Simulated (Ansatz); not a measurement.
AlN:
Space group P6₃mc (No. 186); a = b = 3.0783 Å, c = 9.9681 Å, α = β = 90.00°, γ = 120.00°

```csv
atom,site,symmetry,x,y,z
Al,2a,3m.,0.0000,0.0000,0.0015
Al,2b,3m.,0.3333,0.6667,0.2504
N,2a,3m.,0.0000,0.0000,0.3119
N,2b,3m.,0.3333,0.6667,0.0619
```

Relaxed with LDA.

Problem. Decompose the optical modes at the zone centre into irreducible representations, and say which are infrared and Raman allowed.

Solution. Point group 6mm: Γ_opt = 3A1 + 4B1 + 3E1 + 4E2. Infrared: A1, E1. Raman: A1, E1, E2.

Problem. Assign frequencies (DFPT, plane-wave PAW LDA (Ansatz code); without the LO–TO term).

Solution. E2 165, E2 173, E1 233, B1 356, B1 366, A1 567, A1 647, E1 660, E2 662, E2 668, E1 671, A1 732, B1 833, B1 843 cm⁻¹.

Subscripts of B labels follow the axes of the standard setting.

Space group P6_3mc. A made-up cell: these elements were put on the sites of a structure type. Its sites differ from those of the usual phase in this space group: another stacking or structure type. The LDA relaxation kept the symmetry of its start; phonons on a q-mesh show no instability.

Potentials: the later of the program's two PAW sets.
